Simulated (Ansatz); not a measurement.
CsZn4As3:
```
CELL_PARAMETERS angstrom
      4.08265     0.00000     0.00000
      0.00000     4.08265     0.00000
      0.00000     0.00000    10.32904
ATOMIC_POSITIONS crystal
  Cs 0.00000 0.00000 0.50000
  Zn 0.00000 0.50000 0.15524
  Zn 0.50000 0.00000 0.15524
  Zn 0.00000 0.50000 0.84476
  Zn 0.50000 0.00000 0.84476
  As 0.50000 0.50000 0.28752
  As 0.50000 0.50000 0.71248
  As 0.00000 0.00000 0.00000
```

Relaxed with LDA.

Problem. Which orbitals make up the states near the Fermi level in plane-wave PAW LDA (Ansatz code)?

Solution. Within 0.5 eV of the Fermi level: As 4p 77 %, Zn 4s 12 %, outside the projected shells 5 %. Projections are on Löwdin-orthogonalised atomic valence shells; empty p or d shells of many metals are not among them.

Problem. Tabulate the density of states.

Solution. States/eV per cell of 8 atoms, in 0.25 eV bins, energy from the Fermi level.

```
E (eV)  total  Zn 3d  As 4p  Zn 4s
------  -----  -----  -----  -----
-7.85   36.52  34.10   1.60   0.56
-7.60   53.78  52.16   0.85   0.26
-7.35   49.42  48.05   0.34   0.28
-7.10    9.91   8.90   0.07   0.10
-6.85    0.00   0.00   0.00   0.00
-6.60    0.00   0.00   0.00   0.00
-6.35    0.31   0.03   0.15   0.10
-6.10    0.93   0.10   0.45   0.29
-5.85    1.38   0.18   0.69   0.35
-5.60    4.51   0.74   2.22   0.99
-5.35    4.87   0.79   2.35   1.15
-5.10    2.62   0.39   1.27   0.59
-4.85    1.34   0.17   0.70   0.33
-4.60    1.78   0.20   0.92   0.39
-4.35    2.19   0.21   1.13   0.50
-4.10    1.92   0.16   1.02   0.47
-3.85    1.93   0.14   1.07   0.47
-3.60    2.55   0.14   1.45   0.62
-3.35    5.54   0.20   3.48   1.07
-3.10    3.36   0.12   2.43   0.35
-2.85    3.68   0.12   2.84   0.23
-2.60    3.20   0.12   2.59   0.13
-2.35    3.52   0.13   2.87   0.10
-2.10    3.70   0.14   3.05   0.09
-1.85    3.94   0.17   3.26   0.08
-1.60    4.26   0.19   3.56   0.07
-1.35    4.07   0.18   3.45   0.06
-1.10    4.02   0.18   3.43   0.05
-0.85    2.82   0.14   2.41   0.03
-0.60    1.55   0.08   1.35   0.01
-0.35    1.34   0.07   1.17   0.03
-0.10    0.69   0.04   0.59   0.04
0.15     0.18   0.00   0.05   0.12
0.40     0.20   0.00   0.02   0.14
0.65     0.43   0.00   0.04   0.19
0.90     1.13   0.01   0.15   0.41
1.15     2.19   0.01   0.44   0.84
1.40     3.86   0.03   0.89   1.47
1.65     4.80   0.04   1.16   1.79
1.90     4.52   0.03   1.08   1.56
2.15     4.15   0.02   0.88   1.13
2.40     3.86   0.02   0.64   0.78
2.65     3.33   0.01   0.46   0.50
2.90     3.45   0.01   0.38   0.44
3.15     3.44   0.01   0.33   0.36
3.40     3.31   0.01   0.34   0.39
3.65     4.02   0.01   0.42   0.38
3.90     6.09   0.02   0.60   0.54
4.15     5.87   0.01   0.62   0.62
4.40     6.23   0.01   0.60   0.58
4.65     4.42   0.01   0.42   0.42
```

Space group P4/mmm. The workflow started from an entry of the Crystallography Open Database (COD, 200 K). Whether it is the stable phase at ambient conditions was not checked. The cell was relaxed with LDA under the symmetry of its start; of distortions, only those at the zone centre were tested. A small band overlap can be real or an error of a semilocal functional. Scalar-relativistic: spin–orbit coupling is off unless named, which matters more the heavier the elements.

Potentials: the later of the program's two PAW sets.
